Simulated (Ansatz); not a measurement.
# What DFT gives for BaMg2GeS4

```yaml
crystal:
  lattice:
    - [-3.34909, 3.34909, 3.93228]
    - [3.34909, -3.34909, 3.93228]
    - [3.34909, 3.34909, -3.93228]
  atoms:
    - { symbol: Ge, position: [0.50000, 0.50000, 0.00000] }
    - { symbol: Mg, position: [0.75000, 0.25000, 0.50000] }
    - { symbol: Mg, position: [0.25000, 0.75000, 0.50000] }
    - { symbol: S, position: [0.53230, 0.53230, 0.37660] }
    - { symbol: S, position: [0.46770, 0.84430, 0.00000] }
    - { symbol: S, position: [0.15570, 0.15570, 0.62340] }
    - { symbol: S, position: [0.84430, 0.46770, 0.00000] }
    - { symbol: Ba, position: [0.00000, 0.00000, 0.00000] }
```

Level: PBE, no spin polarisation; 420 eV; 7×7×7 Γ-centred mesh; fermi-dirac occupations (width 0.1 eV); Ansatz 0.2.0, fixed geometry.

Q: Where is the largest force?

A: The largest is on S4 (and as large on other atoms): 2.02 eV/Å, components (1.11, 1.11, -1.27). It makes 176° with the line to a nearest neighbour, Ge1 at 2.16 Å, pointing away from it.

Q: Give the Bader charges.

A: Bader charges in e: Ba +1.31, Mg +1.46, Ge +1.29, S -1.38. In the mean Mg gives up most and S takes most.

Q: What happens at the Fermi level?

A: It is a metal, with about 5.2 states/eV a cell as the mean within 0.25 eV of the Fermi level.

Q: What does the stress say?

A: The pressure is 7.1 GPa (compression positive), so with the atoms held at these fractions the cell would first expand; the forces are large, so a full relaxation may end otherwise.

Q: Is it stable against the elements?

A: -0.84 eV an atom against the elements' usual phases (free molecules for gases, crystals otherwise, with no correction for O₂ or N₂), so it is bound against them; other compounds may still compete. Relaxing would lower it.

Origin: a known structure type with other elements, at an estimated volume, so it need not be a known compound. Caveats: many states at the Fermi level without spin polarisation, so a magnetic state may lie lower; atoms or cell far from equilibrium.
